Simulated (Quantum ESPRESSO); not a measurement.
# Kohn-Sham bands of Ca (Cmcm, model phase)

```yaml
crystal:
  lattice:
    - [1.97128, -3.39549, 0.00000]
    - [1.97128, 3.39549, 0.00000]
    - [0.00000, 0.00000, 6.50911]
  atoms:
    - { symbol: Ca, position: [0.83559, 0.16441, 0.25000] }
    - { symbol: Ca, position: [0.16441, 0.83559, 0.75000] }
```

Materials Project entry mp-132; symmetrised, unrelaxed at this level. This isn't the element's usual structure (fcc); take it as a model of another phase. The atoms lie within 0.1 Å of the higher space group P6_3/mmc. Computed values, not measurements, from PBEsol: Quantum ESPRESSO (norm-conserving PseudoDojo potentials, cutoff 55 Ry, no spin polarisation, no spin-orbit coupling) on a Γ-centred 8×8×4 mesh, then Wannier90. Density: 12×12×8 mesh, cold smearing 0.01 Ry.

**Question.** List the Kohn-Sham levels between −8 and 3.0 eV relative to the Fermi level at the high-symmetry points, as a band run of pw.x on that density gives them (levels within 2 meV counted together).

**Answer.** 
```
point  k (reciprocal lattice)                                                    levels (eV)
-----  ----------------------  -------------------------------------------------------------
Γ           0.000 0.000 0.000  -4.03, -1.10, -0.29, 2.16, 2.21, 2.24, 2.48, 2.54, 2.91, 2.94
Y          -0.500 0.500 0.000                     -1.10, -0.70, 0.23, 0.37, 1.27, 1.80, 2.16
C_0        -0.334 0.666 0.000                    -0.26, -0.25, -0.20, 0.57, 1.38, 1.39, 2.01
Σ_0         0.334 0.334 0.000                    -0.26, -0.25, -0.20, 0.57, 1.38, 1.39, 2.01
Z           0.000 0.000 0.500                    -3.06 (×2), 1.31 (×2), 2.20 (×2), 2.25 (×2)
A_0         0.334 0.334 0.500                     0.13 (×2), 0.34 (×2), 0.46 (×2), 2.66 (×2)
E_0        -0.334 0.666 0.500                     0.13 (×2), 0.34 (×2), 0.46 (×2), 2.66 (×2)
T          -0.500 0.500 0.500                    -0.69 (×2), 0.09 (×2), 1.38 (×2), 2.79 (×2)
S           0.000 0.500 0.000                     -1.14, -0.71, 0.20, 0.36, 1.31, 1.81, 2.18
R           0.000 0.500 0.500                    -0.70 (×2), 0.05 (×2), 1.40 (×2), 2.81 (×2)
```
